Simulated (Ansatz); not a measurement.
**²⁷Al nuclear quadrupole resonance in Y6Al4Pt13**

Cell: a refined structure from the COD whose atoms were relaxed with PBE, the cell held.

Space group Im-3m (No. 229); a = 9.4422 Å.

```csv
site,Wyckoff,site symmetry,x,y,z
Y,12e,4m.m,0.2995,0.0000,0.0000
Al,8c,.-3m,0.2500,0.2500,0.2500
Pt11,24h,m.m2,0.0000,0.3216,0.3216
Pt23,2a,m-3m,0.0000,0.0000,0.0000
```

One atom of each set is listed; the run and its k-mesh use a cell of 23 atoms with edges of 8.18, 8.18, 8.18 Å.

All values are calculated (Ansatz; DFT, PBE, plane waves and PAW, scalar-relativistic, 420 eV cutoff, Γ-centred 5×5×5 k-points, Fermi–Dirac smearing 0.05 eV), not measured.

²⁷Al: I = 5/2, Q = 146.6 mb (year-2017 value). Static lattice, zero field.

Q: At which frequencies do the ²⁷Al NQR lines lie?

A: For I = 5/2 and η = 0 the lines are 3|C_Q|/20 and twice that; η pulls their ratio below 2.

```tsv
site	atoms	V_zz (10²¹ V/m²)	C_Q (MHz)	η	line frequencies (MHz)
Al	4	4.63	16.4	0.00	2.46, 4.92
```

An axis of threefold or higher order runs through Al, so V_zz lies along it and η is zero.

At this cell the principal stresses reach 5 GPa in size with PBE, which can matter for small gradients. The run finds no gap above 0.1 eV (a metal, or nearly one), so the gradients can move by 10 % or more with the k-mesh. Without spin–orbit coupling the gradients at and beside Pt can be off by some per cent, at some sites by more.
